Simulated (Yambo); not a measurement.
Yambo input for a free-standing SnS₂ monolayer (symmetry P-3m1, slab cell 15.9 Å high) (a = 3.6469 Å, b = 3.6469 Å, c = 15.9000 Å, α = 90.00°, β = 90.00°, γ = 120.00°), on PBEsol (pw.x of Quantum ESPRESSO, ONCV potentials, with spin-orbit coupling) wavefunctions on a 12×12×1 mesh:

```
rim_cut
optics
chi
dipoles
kernel
RandQpts= 1000000
RandGvec= 2 Ry
CUTGeo= "slab z"
FFTGvecs= 30 Ry
Chimod= "HARTREE"
NGsBlkXd= 2 Ry
% QpntsRXd
 1 | 1 |
%
% BndsRnXd
 1 | 92 |
%
GrFnTpXd= "R"
% EnRngeXd
 0.0 | 20.0 | eV
%
% DmRngeXd
 0.2 | 0.2 | eV
%
CGrdSpXd= 50
ETStpsXd= 161
% LongDrXd
 1.0 | 0.0 | 0.0 |
%
```

First lines of the file o-*.alpha_q1_inv_rpa_dyson:

```
Polarizability  ( -<<X>> ) @ Q(1):   1.00000000     0.00000000     0.00000000    [q->0 direction]
#
# Polarizability units: length
#
# [ X ] Hartree size     :   69
# [GEN] GF Energies     : Perdew, Burke & Ernzerhof SOL(X)+Perdew, Burke & Ernzerhof SOL(C)
# [GEN] Green`s Function     : Retarded
#
# [GEN] Gauge     : Length
# [GEN] [r,Vnl] included     : yes
#
#    E[1] [eV]     Im(alpha)     Re(alpha)     Im(alpha_o)     Re(alpha_o)
#
     0.000000     -0.848131E-8     6.221600     -0.16568E-16     7.044166
     0.125000     0.015260     6.226302     0.017139     7.049449
     0.250000     0.030748     6.240476     0.034526     7.065373
     0.375000     0.046705     6.264326     0.052423     7.092161
     0.500000     0.063399     6.298210     0.071122     7.130200
     0.625000     0.081146     6.342651     0.090962     7.180061
     0.750000     0.100334     6.398373     0.112361     7.242530
     0.875000     0.121466     6.466347     0.135857     7.318658
     1.000000     0.145228     6.547858     0.162180     7.409833
     1.125000     0.172610     6.644612     0.192374     7.517891
     1.250000     0.205141     6.758881     0.228045     7.645270
     1.375000     0.245373     6.893700     0.271853     7.795217
     1.500000     0.298000     7.052982     0.328658     7.971915
     1.625000     0.372504     7.240603     0.408224     8.179584
     1.750000     0.487325     7.453063     0.529499     8.415111
     1.875000     0.650784     7.658273     0.701645     8.646670
     2.000000     0.820319     7.867427     0.883596     8.885502
     2.125000     1.083906     8.095227     1.165763     9.143252
     2.250000     1.358272     8.170095     1.458240     9.243141
     2.375000     1.464252     8.304562     1.576919     9.409176
     2.500000     1.623279     8.629350     1.753853     9.774332
     2.625000     2.021145     9.011514     2.175547     10.19823
     2.750000     2.568391     9.202098     2.743575     10.43895
     2.875000     3.023696     9.233086     3.231732     10.54127
     3.000000     3.389339     9.339377     3.669901     10.72320
     3.125000     3.794156     9.466364     4.157639     10.88592
     3.250000     4.174195     9.770131     4.589078     11.23432
     3.375000     5.071856     10.18840     5.549306     11.73827
     3.500000     6.102251     9.881720     6.697220     11.55656
     3.625000     6.472857     9.755195     7.284509     11.55049
     3.750000     7.496015     10.17695     8.651041     12.01243
```
(The file goes on to the top of the energy range; α is in bohr.) Convergence of the RPA response with its 12×12×1 mesh was not tested.

Geometry relaxed with PBEsol.
